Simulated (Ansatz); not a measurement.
Ansatz (an electronic-structure program) input:

Ansatz 0.2 input:
```yaml
crystal:
  lattice:
    - [0.0, 2.1341641625, 2.1341641625]
    - [2.1341641625, 0.0, 2.1341641625]
    - [2.1341641625, 2.1341641625, 0.0]
  atoms:
    - { symbol: Be, position: [0.75, 0.75, 0.75] }
    - { symbol: Be, position: [0.25, 0.25, 0.25] }
    - { symbol: C, position: [0.0, 0.0, 0.0] }
kpoints:
  mp_grid: { grid: [11, 11, 11] }
hamiltonian:
  xc: lda
  pseudopotentials: { kind: paw }
scf:
  occupations: { method: fixed }
elastic: { mode: relaxed_ion, stencil: two_point, amplitude: 0.005, f_tol: 0.0005 }
```

Output (shortened):

```
Pseudopotential: Be, paw, valence charge 2
Pseudopotential: C, paw, valence charge 4
Functional definition: SPW92
Crystal: 3 atoms, lattice volume = 19.441 Å³
Basis set: ecut = 420 eV, 339 PW (Γ)
Bands: 8, of which v1, the nominal top of the filled ones, is band 4 counted from 1 (3 counted from 0)
Symmetry: 48 space group operations
Space group: Fm-3m (ITA 225), of the structure as read, at distance tolerance 2.7e-5 Å
k-points: 56 of 1331
SCF 1 converged in 8 iterations: F = -420.356908 eV  dr2 = 4.58e-16
Crystal: 3 atoms, lattice volume = 19.344 Å³
Symmetry: 16 space group operations
k-points: 126 of 1331
SCF 2 converged in 7 iterations: F = -420.355962 eV  dr2 = 2.18e-14
Crystal: 3 atoms, lattice volume = 19.538 Å³
Basis set: ecut = 420 eV, 363 PW (Γ)
SCF 3 converged in 5 iterations: F = -420.355987 eV  dr2 = 3.26e-14
Crystal: 3 atoms, lattice volume = 19.441 Å³
Basis set: ecut = 420 eV, 343 PW (Γ)
Symmetry: 8 space group operations
k-points: 216 of 1331
SCF 4 converged in 7 iterations: F = -420.356550 eV  dr2 = 1.23e-14
relax step   1: F+E_penalty+E_count = -420.35655046 eV  Δ(F+E_penalty+E_count) = +0.000e0 eV  max|allowed force component| = 7.131e-3 eV/Å  Δτ_max = 0.0000 Å  (7 SCF iters, accepted)
Crystal: 3 atoms, lattice volume = 19.441 Å³
SCF 5 converged in 5 iterations: F = -420.356552 eV  dr2 = 1.44e-14
relax step   2: F+E_penalty+E_count = -420.35655220 eV  Δ(F+E_penalty+E_count) = -1.740e-6 eV  max|allowed force component| = 4.560e-3 eV/Å  Δτ_max = 0.0001 Å  (5 SCF iters, accepted)
Crystal: 3 atoms, lattice volume = 19.441 Å³
SCF 6 converged in 5 iterations: F = -420.356553 eV  dr2 = 2.62e-14
relax step   3: F+E_penalty+E_count = -420.35655341 eV  Δ(F+E_penalty+E_count) = -1.203e-6 eV  max|allowed force component| = 2.216e-7 eV/Å  Δτ_max = 0.0003 Å  (5 SCF iters, accepted)
Crystal: 3 atoms, lattice volume = 19.441 Å³
SCF 7 converged in 2 iterations: F = -420.356553 eV  dr2 = 6.29e-15
Crystal: 3 atoms, lattice volume = 19.441 Å³
SCF 8 converged in 7 iterations: F = -420.356550 eV  dr2 = 1.56e-14
relax step   1: F+E_penalty+E_count = -420.35655045 eV  Δ(F+E_penalty+E_count) = +0.000e0 eV  max|allowed force component| = 7.131e-3 eV/Å  Δτ_max = 0.0000 Å  (7 SCF iters, accepted)
Crystal: 3 atoms, lattice volume = 19.441 Å³
SCF 9 converged in 6 iterations: F = -420.356553 eV  dr2 = 2.45e-15
relax step   2: F+E_penalty+E_count = -420.35655340 eV  Δ(F+E_penalty+E_count) = -2.943e-6 eV  max|allowed force component| = 7.917e-8 eV/Å  Δτ_max = 0.0004 Å  (6 SCF iters, accepted)
Crystal: 3 atoms, lattice volume = 19.441 Å³
SCF 10 converged in 2 iterations: F = -420.356553 eV  dr2 = 5.77e-16
SCF converged after 8 iterations
Free energy (F): -420.356908 eV
Harris-Foulkes:  -420.356908 eV  (|F-HF|=0.00e0)
Internal energy: -420.356908 eV  (E = F + TS)
E sigma→0 (E₀):  -420.356908 eV
Fermi energy:    9.859949 eV
--- Per-component energies (eV) ---
  E_band       = 26.489521
  E_kinetic    = 138.109148
  E_local      = -87.191560  (includes V_loc(G=0)·N_el)
  E_nonlocal   = 37.229533
  E_hartree    = 26.790469
  E_xc         = -89.543044
  E_vxc        = -104.331974  (∫ρ·V_xc dr)
  E_paw        = -202.272889  (= ΣΔE_a)
  E_vpaw       = -10.906571  (= ΣTr[D̂ρ^β])
  E_aug_tail   = 0.000008  (compensation charges beyond the density's cutoff)
  E_ewald      = -243.601979
  E_core_change = 0.123407  (= ΣΔE_core)
  E_smearing   =  0.000000  (= −TS)
  E_closure    =  0.000000  (closes the sum)
  Σ components = -420.356908   (vs F -420.356908, Δ=0.00e0)
--- Forces (eV/Å), atoms counted from 1 ---
  atom   1  Be     0.00000000     0.00000000     0.00000000
  atom   2  Be     0.00000000     0.00000000     0.00000000
  atom   3  C      0.00000000     0.00000000     0.00000000
  max |Σ_I F_I| component: 1.11e-16 eV/Å
--- Stress (GPa, compression-positive) ---
       -0.003057       0.000000       0.000000
        0.000000      -0.003057       0.000000
        0.000000       0.000000      -0.003057
  P = ⅓ Tr σ = -0.0031 GPa (-0.031 kbar)
--- Band table (eV; the first three rows and the last of 56) ---
  k-point 0: bands = ["-5.3172", "9.8599", "9.8599", "9.8599", "13.9652", "13.9652", "13.9652", "17.1872"]
  k-point 1: bands = ["-5.1835", "8.6970", "9.5856", "9.5856", "14.3579", "14.3579", "14.7663", "17.4358"]
  k-point 2: bands = ["-4.7856", "6.5674", "9.0347", "9.0347", "15.0836", "15.0836", "15.8300", "18.1152"]
  k-point 55: bands = ["-1.3091", "2.9886", "3.7473", "4.4820", "15.3283", "18.3806", "19.5765", "20.2669"]
--- Elastic constants: 2 strain directions × 2 members + reference (group order 48) ---
  dense FFT box of the reference and of every strained cell: 24×24×24
  strains applied: 11, 23; error gains: componentwise 1.00 (the most a stress slope's error grows in a printed constant), spectral 1.73 (1 for all six strains …
  C = ∂σ_k/∂η_j (tension-positive GPa; Voigt order 11 22 33 23 13 12):
       607.219     21.385     21.385      0.000      0.000      0.000
        21.385    607.219     21.385      0.000      0.000      0.000
        21.385     21.385    607.219      0.000      0.000      0.000
         0.000      0.000      0.000    224.905      0.000      0.000
         0.000      0.000      0.000      0.000    224.905      0.000
         0.000      0.000      0.000      0.000      0.000    224.905
  reference stress σ⁰ (GPa):      0.003      0.003      0.003      0.000      0.000      0.000
  moduli (Voigt/Reuss/Hill, GPa): K = 216.66/216.66/216.66   G = 252.11/247.93/250.02   E = 541.70   ν = 0.083
  mechanically stable: yes (min eigenvalue of sym C = 224.91 GPa)
  strain η (Voigt 11):  stress-route row diagonal C_11 = 607.22 GPa, energy-path curvature d²(F+E_count+ΔE)/dδ²/Ω₀ = 607.33 GPa
         δ    σ_11 (GPa)             F (eV)   n_scf  n_hpsi   n_pw
    -5.000e-3      -3.0614        -420.3559619       7   18456    387   relax 0 steps, max|allowed force component| 1.13e-16 eV/Å
     5.000e-3       3.0108        -420.3559866       5   16140    391   relax 0 steps, max|allowed force component| 1.11e-16 eV/Å
  strain η (Voigt 23):  stress-route row diagonal C_44 = 224.91 GPa, energy-path curvature d²(F+E_count+ΔE)/dδ²/Ω₀ = 225.09 GPa
         δ    σ_23 (GPa)             F (eV)   n_scf  n_hpsi   n_pw
    -5.000e-3      -1.1245        -420.3565534       2   19395    387   relax 3 steps, max|allowed force component| 2.22e-7 eV/Å
     5.000e-3       1.1245        -420.3565534       2   19385    387   relax 2 steps, max|allowed force component| 7.92e-8 eV/Å
```

Cost: around 17 core-seconds (rough) on shared cores.

The cell was relaxed with LDA under the symmetry of its start; phonons on a q-mesh show no instability.

Potentials: the later of the program's two PAW sets.

Ansatz is a plane-wave DFT program.
